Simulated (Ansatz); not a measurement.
Given:

Hf₂Si:
```xyz
6
Lattice="-3.2795 3.2795 2.5841 3.2795 -3.2795 2.5841 3.2795 3.2795 -2.5841" Properties=species:S:1:pos:R:3 pbc="T T T"
Hf     1.0267     2.2528     0.0000
Hf     2.2528     1.0267     2.5841
Hf     4.3062     1.0267     0.0000
Hf    -1.0267     2.2528     2.5841
Si     0.0000     0.0000     1.2920
Si     0.0000     0.0000     3.8761
```

This is the r²SCAN-relaxed structure.

Q: All from plane-wave PAW r²SCAN (Ansatz code), unless another level is named. Estimate the electronic character.

A: metallic (no gap).

Q: And the density of states at the Fermi level?

A: 0.38 states/eV per atom (mean over ±0.08 eV).

Q: Predict the formation energy from the elements (no fitted shifts).

A: -0.79 eV/atom.

Space group I4/mcm. The first step of the workflow began from a Materials Project structure, measured or hypothetical; the Crystallography Open Database copy checked does not list it. Its standing as an ambient phase is unchecked. The r²SCAN relaxation kept the symmetry of its start; its stability against distortions is not shown here. The run is not spin-polarised. The references are the lowest solids computed at this level, not always the standard phases. Spin–orbit coupling is left out wherever it is not named.

Potentials: the later of the program's two PAW sets.
